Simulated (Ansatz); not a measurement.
## Al started on an O site next to O started in the widest void in cubic perovskite LaGaO3, 41 atoms, charge +2

The calculation used DFT, PBEsol, PAW, plane waves in Ansatz 0.2.0.

Command:

```sh
ansatz run in.yaml --threads 7 --pin off --max-ram 13300MiB --runs-dir r --events-out ev --progress --plain
```

The input less its lattice and atoms (starting moments on atoms near the defect: 1 μB in all):

```yaml
crystal:
  symmetry: { detect: false }
kpoints:
  mp_grid: { grid: [1, 1, 1], shift: [0.25, 0.25, 0.25] }
hamiltonian:
  xc: pbesol
total_charge: 2
magnetization:
  spin_polarized: true
scf:
  occupations: { method: fermi_dirac, width: 0.01 }
relax:
  f_tol: 0.03
  max_steps: 80
  escape_saddle: false
  adjacent_minimum: "off"
output:
  forces: true
  eigenvalues: true
  populations: true
  charged_corrections: { epsilon: 27 }
```

Start:

```
La Ga O Al
1.0
     7.72931    0.00000    0.00000
     0.00000    7.72931    0.00000
     0.00000    0.00000    7.72931
La Ga O Al
8 8 24 1
Direct
  0.00494 0.99612 0.99901
  0.00120 0.00116 0.50071
  0.99912 0.49843 0.00231
  0.00163 0.49842 0.50200
  0.50362 0.00328 0.99927
  0.49854 0.00109 0.49710
  0.50264 0.49877 0.00360
  0.49926 0.49600 0.49921
  0.24885 0.24870 0.25122
  0.25278 0.25125 0.74733
  0.24939 0.75041 0.25072
  0.25040 0.74524 0.74893
  0.74958 0.24812 0.24928
  0.75267 0.25052 0.75123
  0.74652 0.75326 0.25512
  0.75303 0.75210 0.75171
  0.25018 0.25075 0.00119
  0.25107 0.75217 0.99847
  0.25190 0.75071 0.49815
  0.75129 0.25108 0.99947
  0.74886 0.25213 0.50050
  0.74715 0.74981 0.99477
  0.75316 0.74593 0.49622
  0.00118 0.25229 0.24941
  0.00172 0.24581 0.75333
  0.99636 0.75428 0.24879
  0.00203 0.74635 0.74885
  0.49676 0.24640 0.25200
  0.49950 0.25144 0.75172
  0.50166 0.75091 0.24793
  0.49811 0.74767 0.74964
  0.24946 0.00143 0.24467
  0.24918 0.00136 0.74615
  0.25052 0.49832 0.24996
  0.24631 0.50013 0.75100
  0.74316 0.00066 0.25075
  0.74906 0.00262 0.74839
  0.75113 0.49733 0.24830
  0.74942 0.50130 0.74526
  0.00107 0.25005 0.50387
  0.25177 0.25067 0.50208
```

Steps:

```tsv
step	energy less the first (eV)	largest force component (eV/Å)
start	0.000	12.647
1	-6.884	6.487
2	-9.834	2.961
3	-11.506	1.946
4	-12.739	3.133
5	-13.578	1.733
6	-14.766	1.208
7	-15.612	2.383
8	-16.607	1.733
9	-16.963	1.445
10	-17.396	0.866
11	-17.536	0.915
12	-17.663	0.608
13	-17.677	0.178
14	-17.701	0.049
15	-17.702	0.016
```

A structure on the way, about -9.83 eV from the start:

```xyz
41
Lattice="7.7293 0.0000 0.0000 0.0000 7.7293 0.0000 0.0000 0.0000 7.7293" Properties=species:S:1:pos:R:3 pbc="T T T"
La    7.6855    7.7276    0.0090
La    7.6495    7.4597    3.8755
La    7.6568    3.8450    7.7287
La    7.6411    4.0907    3.8463
La    3.9316    7.7226    0.0006
La    4.0338    7.6365    3.8737
La    3.9365    3.8813    0.0091
La    4.0440    3.9343    3.8745
Ga    1.9366    1.9372    1.7317
Ga    1.9700    1.9355    5.9893
Ga    1.9314    5.8044    1.9429
Ga    1.9448    5.7744    5.7819
Ga    5.7785    1.9323    1.9402
Ga    5.7944    1.9304    5.7930
Ga    5.7748    5.8095    1.9165
Ga    5.7984    5.7970    5.8402
O     1.9812    1.9264    7.7259
O     1.9334    5.8306    7.7245
O     1.9107    5.8049    3.8539
O     5.7183    1.9335    7.7281
O     5.6351    1.9625    3.8679
O     5.7700    5.8043    7.7251
O     5.7698    5.7814    3.8487
O     7.7137    1.9586    1.6737
O     7.7254    1.8894    6.0674
O     7.7099    5.8137    1.9047
O     0.0009    5.7905    5.8090
O     3.8416    1.9297    1.8577
O     3.8634    1.9461    5.8884
O     3.8637    5.7991    1.9165
O     3.8640    5.7763    5.7939
O     1.8991    0.0451    2.0347
O     1.9285    0.0353    5.6448
O     1.9114    3.8363    2.0336
O     1.8943    3.8302    5.6947
O     5.7737    0.0044    1.9534
O     5.7946    7.7246    5.7607
O     5.8050    3.8673    1.9340
O     5.8198    3.8700    5.7697
O     0.2203    1.9007    3.8691
Al    1.9672    1.9258    3.8673
```

End:

```xyz
41
Lattice="7.7293 0.0000 0.0000 0.0000 7.7293 0.0000 0.0000 0.0000 7.7293" Properties=species:S:1:pos:R:3 pbc="T T T"
La    7.5539    7.6364    7.7284
La    7.6838    0.0993    3.8622
La    7.4281    3.7245    0.0007
La    7.6800    4.0639    3.8578
La    3.8523    7.6375    7.7237
La    3.9929    6.9671    3.8621
La    3.6742    3.8509    0.0103
La    4.0992    4.0153    3.8618
Ga    1.7093    2.0169    1.7499
Ga    1.7060    2.0252    5.9748
Ga    1.8611    5.8037    1.8985
Ga    1.8604    5.8041    5.8257
Ga    5.6488    1.8974    1.9810
Ga    5.6505    1.8978    5.7470
Ga    5.8343    5.7804    1.8630
Ga    5.8370    5.7770    5.8576
O     2.2587    1.6567    7.7260
O     1.8315    6.3166    7.7275
O     2.0375    5.4388    3.8627
O     5.2830    2.0744    7.7236
O     6.0751    1.8784    3.8647
O     5.9232    5.6785    7.7246
O     5.9165    5.7913    3.8602
O     7.5832    1.7304    1.5459
O     7.5852    1.7079    6.1824
O     0.0039    6.0907    2.0668
O     0.0027    6.1222    5.6559
O     3.6841    2.2105    2.3828
O     3.6786    2.2324    5.3454
O     3.8093    5.6307    1.7607
O     3.8149    5.5876    5.9527
O     2.0970    0.2009    2.4748
O     2.1180    0.1910    5.2633
O     1.6153    3.9046    1.5079
O     1.5900    3.9132    6.2219
O     5.5116    7.7029    1.8207
O     5.4846    7.7004    5.8986
O     5.9074    3.8639    2.0329
O     5.9492    3.8596    5.6835
O     1.3920    2.3052    3.8722
Al    2.8685    1.4187    3.8675
```

The calculation finished and met its thresholds.

Time: 2.5 min of wall time on 7 threads of a Neoverse-V2 processor, on a host shared with other runs; peak host memory 1.6 GiB.

(1) How much energy did the relaxation gain, and which atom moved most?

The moment started at 1 μB and ended at 1.0 μB; no other spin state is shown. The one k point has no symmetry partners, which can distort the end along one axis.

## Answers

(1) 17.70 eV in 15 steps, from a start with small random displacements (neighbours that lie too close to an added atom are first pushed off) (the gain also holds any tilting of the ideal host); atom 40 (O) moved 1.43 Å, the median atom 0.30 Å (drift of the whole cell removed).
